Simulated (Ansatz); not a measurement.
TePd:
Space group P6₃/mmc (No. 194); a = 4.1572 Å, b = 4.1572 Å, c = 5.6154 Å, α = 90.00°, β = 90.00°, γ = 120.00°

```csv
atom,site,symmetry,x,y,z
Te,2c,-6m2,0.3333,0.6667,0.2500
Pd,2a,-3m.,0.0000,0.0000,0.0000
```

Relaxed at zero pressure with the program Ansatz at the PBEsol level (PAW).

Question: The volume is lowered by 9 % and shape and atoms relax at that volume. What pressure results, and how do the axes share the change?

Answer: 14.0 GPa; a -3.0 %, b -3.0 %, c -3.3 %; the energy rises by 75 meV/atom.

Question: Give the new structure.

Answer: 
Space group P6₃/mmc (No. 194); a = b = 4.0330 Å, c = 5.4297 Å, α = β = 90.00°, γ = 120.00°

```json
[
 {"atom": "Te", "site": "2c", "symmetry": "-6m2", "x": "0.3333", "y": "0.6667", "z": "0.2500"},
 {"atom": "Pd", "site": "2a", "symmetry": "-3m.", "x": "0.0000", "y": "0.0000", "z": "0.0000"}
]
```

The phase is kept; no other phase was compared at this pressure.

Space group P6_3/mmc (NiAs type). The workflow started from a Materials Project entry (that database holds measured and hypothetical structures alike); the Crystallography Open Database files this formula in space group No. 194, but the cells were not matched. Its standing as an ambient phase is unchecked. The PBEsol relaxation kept the symmetry of its start; its stability against distortions is not shown here. No spin polarisation was allowed. Scalar-relativistic: spin–orbit coupling is off unless named, which matters more the heavier the elements.

Potentials: the later of the program's two PAW sets.
